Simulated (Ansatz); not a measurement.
## Structure search: one Ge2N candidate

All numbers below come from Ansatz 0.2.0, DFT PBE, scalar-relativistic, plane waves, PAW. Cutoff 420 eV, Gaussian smearing, Γ-centred meshes. Cell and atoms relax first on a coarse mesh and then on a finer one. In between, the cell is made exact in the group found at 0.06 Å. In metals the finer mesh still leaves noise of several meV/atom or more. The steps can't lower the symmetry of their start. No spin polarisation.

Recipe of this trial structure of Ge2N: random cell by space group and Wyckoff sites (P6_3/mmc, No. 194). Lengths were set from tabulated atomic sizes, so they are only a guess.

```cif
data_structure
_symmetry_space_group_name_H-M 'P 1'
_symmetry_Int_Tables_number 1
_cell_length_a 4.4261
_cell_length_b 4.4261
_cell_length_c 6.1632
_cell_angle_alpha 90.000
_cell_angle_beta 90.000
_cell_angle_gamma 120.000
_cell_volume 104.56
loop_
_atom_site_label
_atom_site_type_symbol
_atom_site_fract_x
_atom_site_fract_y
_atom_site_fract_z
_atom_site_occupancy
Ge1 Ge 0.33333 0.66667 0.25000 1
Ge2 Ge 0.66667 0.33333 0.75000 1
Ge3 Ge 0.00000 0.00000 0.00000 1
Ge4 Ge 0.00000 0.00000 0.50000 1
N1 N 0.33333 0.66667 0.75000 1
N2 N 0.66667 0.33333 0.25000 1
```

Formation energies are uncorrected and refer to the elements' standard structures at the same level (N₂ as a molecule).

Question: Which structure results?

Answer: The symmetry stays P6_3/mmc (No. 194). The end has the Ni2In type. The volume per atom shrinks by 16.9 %, from 17.4 to 14.5 Å³. The shortest distance goes from 2.56 Å (Ge–N) to 2.54 Å (Ge–N and Ge–Ge). The ratio c/a of the conventional cell changes by a factor of 0.82. The energy falls by about 0.13 eV/atom (the start's value is from the coarse mesh). Conventional cell: a = 4.445 Å, c = 5.080 Å. Ge on a site of symmetry -6m2 is surrounded by 5 N at 2.54–2.57 Å and 6 Ge at 2.86 Å; Ge on a site of symmetry -3m has 2 Ge at 2.54 Å, 6 Ge at 2.86 Å and 6 N at 2.86 Å; N is surrounded by 5 Ge at 2.54–2.57 Å and 6 Ge at 2.86 Å.

Space group P6_3/mmc (No. 194). a = 4.445 Å, b = 4.445 Å, c = 5.080 Å, α = 90.00°, β = 90.00°, γ = 120.00°
```json
{"atom": "Ge", "site": "2c", "symmetry": "-6m2", "x": "0.3333", "y": "0.6667", "z": "0.2500"}
{"atom": "Ge", "site": "2a", "symmetry": "-3m.", "x": "0.0000", "y": "0.0000", "z": "0.0000"}
{"atom": "N", "site": "2d", "symmetry": "-6m2", "x": "0.3333", "y": "0.6667", "z": "0.7500"}
```

Question: How does it come out in energy, and is it a metal?

Answer:

- Formation energy: +1.22 eV/atom
- Gap on the 12×12×8 mesh of the 6-atom cell: 0 eV (a metal)

A positive value: parting into the elements would lower its energy.

The last run used Gaussian smearing of 0.10 eV. A structure relaxed within its symmetry needn't be a true minimum. Another cell of Ge2N relaxed alike, in P-3m1, lies 0.70 eV/atom lower, so this cell isn't the stable form at this level.
